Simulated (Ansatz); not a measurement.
Ga2Pt:
```yaml
crystal:
  lattice:
    - [0.00000, 2.96681, 2.96681]
    - [2.96681, 0.00000, 2.96681]
    - [2.96681, 2.96681, 0.00000]
  atoms:
    - { symbol: Ga, position: [0.75000, 0.75000, 0.75000] }
    - { symbol: Ga, position: [0.25000, 0.25000, 0.25000] }
    - { symbol: Pt, position: [0.00000, 0.00000, 0.00000] }
```

Relaxed with r²SCAN. Special points in fractions of this cell's reciprocal vectors: Γ (0.000, 0.000, 0.000); X (0.500, 0.000, 0.500); U (0.625, 0.250, 0.625); K (0.375, 0.375, 0.750); L (0.500, 0.500, 0.500); W (0.500, 0.250, 0.750).

Task: List the band energies nearest the Fermi level at these points for plane-wave PAW r²SCAN (Ansatz code).

Result: In eV from the Fermi level; about four levels below and three above (degenerate sets whole), none deeper than 8.9 eV; points with the same levels are listed once.

```tsv
k	below	above
Γ	-5.29 -5.29 -5.29 -3.54 -3.54	0.40 5.33 5.33 5.33
X	-3.33 -3.07 -1.95 -1.95	2.07 4.47 11.03 11.03
U	-3.77 -3.13 -2.15 -0.77	2.97 6.45 8.10
L	-4.80 -4.80 -3.59 -3.42 -3.42	1.27 1.27 3.35
W	-3.24 -3.00 -3.00 -1.02	5.17 5.17 7.56
```

Space group Fm-3m (fluorite or antifluorite type). The first step of the workflow began from a Materials Project structure, measured or hypothetical; the Crystallography Open Database files this formula in space group No. 225, but the cells were not matched. Its standing as an ambient phase is unchecked. Symmetry was held in the r²SCAN relaxation; whether a distortion lowers the energy is not shown. The run is not spin-polarised. Scalar-relativistic: spin–orbit coupling is off unless named, which matters more the heavier the elements.

Potentials: the earlier of the program's two PAW sets.
